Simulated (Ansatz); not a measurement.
LaCoN3:
```
LaCoN3
1.0
    5.35358     2.02289     0.00000
   -5.35358     2.02289     0.00000
   -1.68341     0.00000     7.25389
La Co N
2 2 6
Direct
  0.83551   0.16449   0.20041
  0.16449   0.83551   0.79959
  0.54133   0.45867   0.15436
  0.45867   0.54133   0.84564
  0.36693   0.63307   0.02652
  0.63307   0.36693   0.97348
  0.60571   0.39429   0.37933
  0.39429   0.60571   0.62067
  0.35062   0.64938   0.46170
  0.64938   0.35062   0.53830
```

Relaxed with r²SCAN. Special points in fractions of this cell's reciprocal vectors: Γ (0.000, 0.000, 0.000); C (0.288, 0.288, 0.000); C2 (-0.288, 0.712, 0.000); Y2 (-0.500, 0.500, 0.000); M2 (-0.500, 0.500, 0.500); D (-0.275, 0.725, 0.500); D2 (0.275, 0.275, 0.500); A (0.000, 0.000, 0.500); L2 (0.000, 0.500, 0.500); V2 (0.000, 0.500, 0.000).

Task: List the band energies nearest the valence-band maximum at these points for plane-wave PAW r²SCAN (Ansatz code).

Result: In eV from the valence-band maximum; about four levels below and three above (degenerate sets whole), none deeper than 8.9 eV; points with the same levels are listed once.

```
k                     below           above
--  -----------------------  --------------
Γ   -1.42 -1.28 -0.93 -0.50  0.78 1.57 1.73
C   -1.17 -1.02 -0.66 -0.11  0.75 1.11 1.38
Y2   -1.47 -1.46 -0.95 0.00  0.70 1.55 1.55
M2  -1.29 -1.18 -0.99 -0.03  0.76 0.86 1.67
D   -1.02 -0.79 -0.59 -0.07  0.92 1.09 1.36
A   -1.41 -1.28 -0.57 -0.23  0.98 1.18 1.22
L2  -0.99 -0.73 -0.47 -0.16  0.93 1.16 1.23
V2  -1.17 -0.98 -0.67 -0.14  0.68 1.14 1.25
```

Space group C2/m. The first step of the workflow began from a Materials Project structure, measured or hypothetical; the Crystallography Open Database copy checked does not list it. Whether it is the stable phase at ambient conditions was not checked. The cell was relaxed with r²SCAN under the symmetry of its start; whether a distortion lowers the energy is not shown. The run is not spin-polarised. Scalar-relativistic: spin–orbit coupling is off unless named, which matters more the heavier the elements.

Potentials: the later of the program's two PAW sets.
